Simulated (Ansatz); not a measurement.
TiRe, DFT, PBEsol, all-electron LAPW, scalar-relativistic (Ansatz 0.2.0), run on 1 thread of Intel(R) Xeon(R) Platinum 8488C (Sapphire Rapids) on a shared host.

The geometry is COD entry 1523516, unchecked; take it as a test cell. The listed cell was then made from it by scaling, straining or moving an atom.

Command: `ansatz run input.yaml --threads 1 --pin off --max-ram 3072MiB --backend cpu --events-out ev --progress --plain --runs-dir out`

```yaml
crystal:
  lattice:
    - [3.118, -0.03118, -0.03118]
    - [-0.03118, 3.118, -0.03118]
    - [-0.03118, -0.03118, 3.118]
  atoms:
    - { symbol: Ti, position: [0.5, 0.5, 0.5] }
    - { symbol: Re, position: [0.0, 0.0, 0.0] }
kpoints:
  mp_grid: { grid: [13, 13, 13] }
  band_path:
    path:
      - [0.0, 0.0, 0.0]
      - [0.5, 0.0, 0.0]
      - [0.5, -0.5, 0.5]
      - [0.4804921086, -0.5195078914, 0.4804921086]
      - [0.4804921086, 0.4804921086, 0.4804921086]
      - [0.0, 0.0, 0.0]
      - [0.5, -0.5, 0.0]
    npoints: 5
scf:
  occupations: { method: fermi_dirac, width: 0.05 }
hamiltonian:
  xc: pbesol
  pseudopotentials: { kind: all_electron, lapw: { basis_error: 0.001 } }
output:
  forces: true
  stress: true
  eigenvalues: true
```

Problem. How large is the problem that the program sets up?

Solution. 231 irreducible k-points, 329 plane waves at Γ, 31 bands.

Problem. About how long does it take, and how much memory does it use?

Solution. 49 s of wall time for 9 SCF iterations, with a peak of 0.84 GiB. Times on shared machines scatter by tens of per cent.
